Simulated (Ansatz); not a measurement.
The relaxed structure here is a generated cell of B: the first start was made by placing the elements on the sites of a structure type, and the end was not matched to a known phase here, so it may be hypothetical.

The end point of a relaxation of B. Space group Cmce (No. 64), AFLOW prototype A_oC8_64_f (A11, as in Ga). Method: r2SCAN (plane waves to 500 eV, PAW, scalar-relativistic; Ansatz, a program for electronic structure).

```xyz
4
Lattice="1.4682 -2.6608 0.0000 1.4682 2.6608 0.0000 0.0000 0.0000 3.2663" Properties=species:S:1:pos:R:3 pbc="T T T"
B      1.4682     0.8296     1.9282
B      1.4682    -0.8296     1.3381
B      1.4682    -1.8312     2.9712
B      1.4682     1.8312     0.2950
```

```json
{
 "volume_per_atom": "6.38 Å³",
 "band_gap": "no gap (metallic)",
 "shortest_distances": "B–B 1.76 Å",
 "k-mesh": "13×13×10"
}
```

No spin polarisation in the result.

The run could not lose the symmetry of its start, so the end can be a saddle point.
